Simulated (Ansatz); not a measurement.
ZrN:
```yaml
crystal:
  lattice:
    - [0.00000, 2.27633, 2.27633]
    - [2.27633, 0.00000, 2.27633]
    - [2.27633, 2.27633, 0.00000]
  atoms:
    - { symbol: Zr, position: [0.50000, 0.50000, 0.50000] }
    - { symbol: N, position: [0.00000, 0.00000, 0.00000] }
```

Relaxed with PBEsol. Special points in fractions of this cell's reciprocal vectors: Γ (0.000, 0.000, 0.000); X (0.500, 0.000, 0.500); U (0.625, 0.250, 0.625); K (0.375, 0.375, 0.750); L (0.500, 0.500, 0.500); W (0.500, 0.250, 0.750).

Problem. List the band energies nearest the Fermi level at these points for DFT-PBEsol in the program Ansatz with PAW potentials.

Solution. In eV from the Fermi level; about four levels below and three above (degenerate sets whole), none deeper than 8.9 eV; … stands for higher levels left out; points with the same levels are listed once.

```
k                                below           above
-  -----------------------------------  --------------
Γ  -2.67 -2.67 -2.67 -0.44 -0.44 -0.44               …
X              -4.55 -3.62 -3.16 -3.16  3.47 4.71 4.71
U              -5.58 -4.75 -4.52 -0.75  3.51 3.80 5.40
L                    -7.81 -5.81 -5.81  3.12 3.19 3.19
W                    -5.53 -4.78 -4.78  1.04 1.04 4.72
```

Space group Fm-3m (rock salt). Symmetry was held in the PBEsol relaxation; of distortions, only those at the zone centre were tested. The run is not spin-polarised. With an odd number of electrons in the cell and no spin polarisation, the count alone makes it a metal. Scalar-relativistic: spin–orbit coupling is off unless named, which matters more the heavier the elements.

Potentials: the earlier of the program's two PAW sets.
